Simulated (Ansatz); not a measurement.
HfCrAgS4, one structure, two calculations

Cell: a computed structure from the Materials Project (it need not be an observed phase).

Space group P2 (No. 3); a = 6.1704, b = 7.1316, c = 6.5532 Å, β = 91.45°.

| site | Wyckoff | site symmetry | x | y | z |
| --- | --- | --- | --- | --- | --- |
| Hf1 | 1b | 2 | 0.0000 | 0.2393 | 0.5000 |
| Hf2 | 1d | 2 | 0.5000 | 0.5121 | 0.5000 |
| Cr3 | 1b | 2 | 0.0000 | 0.7506 | 0.5000 |
| Cr4 | 1d | 2 | 0.5000 | 0.0002 | 0.5000 |
| Ag5 | 1c | 2 | 0.5000 | 0.9960 | 0.0000 |
| Ag6 | 1c | 2 | 0.5000 | 0.5036 | 0.0000 |
| S7 | 2e | 1 | 0.8202 | 0.9871 | 0.2908 |
| S8 | 2e | 1 | 0.8362 | 0.5071 | 0.2810 |
| S9 | 2e | 1 | 0.3343 | 0.2425 | 0.2778 |
| S10 | 2e | 1 | 0.3184 | 0.7624 | 0.2865 |

One atom of each set is listed.

First run. Method: Kohn–Sham DFT in Ansatz, PBE, plane waves and PAW, scalar-relativistic, collinear spin, 420 eV cutoff, Γ-centred 5×4×4 k-points, Fermi–Dirac smearing 0.02 eV. Start moments as typed (μB): 3 on each Cr, none on the rest.

| site | V_zz (10²¹ V/m²) | η | m (μB) |
| --- | --- | --- | --- |
| Hf1 | 4.91 | 0.12 | 0.02 |
| Hf2 | -3.51 | 0.59 | 0.02 |
| Cr3 | -1.07 | 0.20 | 2.63 |
| Cr4 | 1.44 | 0.92 | 2.65 |
| Ag5 | 2.62 | 0.80 | 0.02 |
| Ag6 | -2.65 | 0.22 | 0.01 |
| S7 | -4.83 | 0.94 | -0.02 |
| S8 | 5.13 | 0.48 | 0.00 |
| S9 | -4.00 | 0.77 | 0.00 |
| S10 | -6.12 | 0.17 | -0.02 |

Second run. The same atoms and settings, except that the functional is r2SCAN and the cutoff is 500 eV.

Question: Given the first result, estimate the second.

Answer: 

| site | V_zz | η | change of V_zz | m (μB) |
| --- | --- | --- | --- | --- |
| Hf1 | 4.93 | 0.33 | +0.02 | 0.01 |
| Hf2 | -3.27 | 0.90 | +0.24 | 0.01 |
| Cr3 | -1.07 | 0.30 | 0.00 | 2.75 |
| Cr4 | -1.37 | 0.88 | – | 2.76 |
| Ag5 | 3.10 | 0.74 | +0.48 | 0.01 |
| Ag6 | -3.06 | 0.29 | -0.41 | 0.00 |
| S7 | -4.39 | 0.96 | +0.44 | -0.04 |
| S8 | 4.49 | 0.46 | -0.64 | -0.01 |
| S9 | -3.54 | 0.79 | +0.46 | -0.01 |
| S10 | -5.42 | 0.13 | +0.70 | -0.04 |

The largest change of V_zz along a kept axis is on S10, from -6.12 to -5.42. In per cent, |V_zz| changes by -7 to 0 on Hf, 0 on Cr, +15 to +18 on Ag, -12 to -9 on S (all sites that start above 0.5, bar those whose gradient vanishes or changes sign or whose main axis turns by over 40°). Where |V_zz| stays above 0.1 and the axes keep their order, η moves most on Hf2, from 0.59 to 0.90. On Cr4 the largest principal value lies along another axis in the second run, so the two V_zz can't be compared directly. The absolute magnetisation of the cell goes from 6.8 to 7.0 μB.

The program didn't check the stability of this electronic state in full, so a lower one may lie near. Without spin–orbit coupling the gradients at and beside Hf can be off by some per cent, at some sites by more. All moments are parallel here, as the start or the cell imposes; many such compounds order antiparallel, where fields and spin densities carried over to other atoms largely cancel. The magnetic order is the one that the run reached from its start moments, not necessarily the measured one.
